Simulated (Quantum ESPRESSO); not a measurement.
# Band energies of TlBiS₂

```xyz
4
Lattice="2.0615 1.1902 7.4073 -2.0615 1.1902 7.4073 0.0000 -2.3804 7.4073" Properties=species:S:1:pos:R:3 pbc="T T T"
S      0.0000     0.0000     5.8468
S      0.0000     0.0000    16.3752
Tl     0.0000     0.0000    11.1110
Bi     0.0000     0.0000     0.0000
```

norm-conserving LDA (Quantum ESPRESSO, 70 Ry, scalar-relativistic); path ΓLB1,BZΓX,QFP1Z,LP; energies in eV from the valence-band maximum.

```
k (1/Å)  point  band 16  band 17  band 18  band 19  band 20  band 21  band 22  band 23
-------  -----  -------  -------  -------  -------  -------  -------  -------  -------
0.00         Γ    -2.06    -2.06    -1.46    -1.46     0.00     0.34     1.95     1.95
0.22              -2.32    -2.06    -1.58    -1.47    -0.53     1.11     2.25     2.63
0.56              -3.00    -2.33    -1.66    -1.61    -1.06     1.88     2.33     3.08
0.89         L    -3.29    -2.70    -2.19    -1.95    -1.78     2.37     2.62     3.36
1.23              -3.94    -3.70    -2.44    -0.91    -0.86     1.75     2.12     3.42
1.45        B1    -3.96    -3.37    -2.22    -1.55    -1.13     2.28     2.28     3.58
1.45         B    -3.96    -3.37    -2.22    -1.55    -1.13     2.28     2.28     3.58
1.77              -3.31    -2.68    -2.37    -1.95    -1.20     2.62     3.07     3.11
2.09              -2.91    -2.02    -1.75    -0.84    -0.60     1.76     1.78     2.56
2.42         Z    -2.01    -1.64    -1.55    -1.55    -0.63     1.21     2.20     2.20
2.84         Γ    -2.06    -2.06    -1.46    -1.46     0.00     0.34     1.95     1.95
3.05              -2.16    -2.04    -1.89    -1.40    -0.47     1.04     2.30     2.58
3.36              -3.45    -2.70    -1.52    -0.80    -0.71     1.89     1.98     2.62
3.67              -4.23    -3.69    -1.70    -0.94    -0.81     1.64     2.12     2.63
3.88         X    -3.88    -3.49    -2.20    -1.62    -0.87     1.76     2.70     3.35
3.88         Q    -3.88    -3.49    -2.20    -1.62    -0.87     1.76     2.70     3.35
4.24              -3.33    -3.30    -1.75    -1.58    -0.38     0.69     2.03     2.63
4.36         F    -3.42    -3.32    -1.55    -1.47    -0.23     0.45     1.85     2.46
4.36        P1    -3.39    -3.19    -1.96    -1.54    -0.64     0.88     2.36     2.62
4.46              -3.35    -3.22    -2.14    -1.51    -0.62     0.98     2.59     2.68
4.73              -2.95    -2.94    -1.61    -1.40    -0.46     1.27     2.54     3.08
5.01              -2.29    -2.04    -1.43    -1.00    -0.43     1.37     1.80     2.30
5.20         Z    -2.01    -1.64    -1.55    -1.55    -0.63     1.21     2.20     2.20
5.20         L    -3.29    -2.70    -2.19    -1.95    -1.78     2.37     2.62     3.36
5.48         P    -3.39    -3.19    -1.96    -1.54    -0.64     0.88     2.36     2.62
```

The LDA gap is direct, 0.34 eV at Γ.

Spin-orbit coupling is left out; with 6p states at a band edge it can lower the gap by many tenths of an eV, most of a small gap. So small a LDA gap in heavy elements may be inverted, where one-shot corrections to single bands mislead.

Geometry of the Materials Project entry, not relaxed at this level.
